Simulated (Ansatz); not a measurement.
MgF2:
```
CELL_PARAMETERS angstrom
      4.69803     0.00000     0.00000
      0.00000     4.69803     0.00000
      0.00000     0.00000     3.09267
ATOMIC_POSITIONS crystal
  Mg 0.00000 0.00000 0.00000
  Mg 0.50000 0.50000 0.50000
  F  0.30357 0.30357 0.00000
  F  0.19643 0.80357 0.50000
  F  0.69643 0.69643 0.00000
  F  0.80357 0.19643 0.50000
```

Relaxed with PBE.

Q: Map the electron localisation function on the plane through (0.000, 0.000, 0.000) spanned by u = [0, 0, 1] and v = [1, 1, 0] in lattice vectors, from plane-wave PAW PBE (Ansatz code).

A: x is the fraction of u, y of v (the angle between them is 90°; rows are the nearest grid lines); atoms in the plane: Mg at (0.00, 0.00), Mg at (0.50, 0.50), F at (0.00, 0.30), F at (0.00, 0.70).
```
|.:==         ==:.|
|:-+-         -+-:|
|--.           .--|
|                 |
|%%#+-.     .-+#%%|
|@@@%*-     -*%@@@|
|*#@@%*:   :*%@@#*|
|=*@@@#-   -#@@@*=|
|*#@@@*.   .*@@@#*|
|@@@%-  .:.  -%@@@|
|%%#-  -=+=-  -#%%|
|     ==-:-==     |
|     ==-:-==     |
|%%#-  -=+=-  -#%%|
|@@@%-  .:.  -%@@@|
|*#@@@*.   .*@@@#*|
|=*@@@#-   -#@@@*=|
|*#@@%*:   :*%@@#*|
|@@@%*-     -*%@@@|
|%%#+-.     .-+#%%|
|                 |
|--.           .--|
|:-+-         -+-:|
|.:==         ==:.|
```
Scale: ten equal steps from 0.012 (start of ' ') to 0.825 (end of '@'), in the order ' .:-=+*#%@'; x runs from 0.000 to 1.00, y from 0.000 (bottom) to 1.00 (top).

The density is the valence pseudo-density with augmentation charge, so density and ELF within about 1 Å of a nucleus are not all-electron values.

Space group P4_2/mnm (rutile). The cell was relaxed with PBE under the symmetry of its start.

Potentials: the later of the program's two PAW sets.
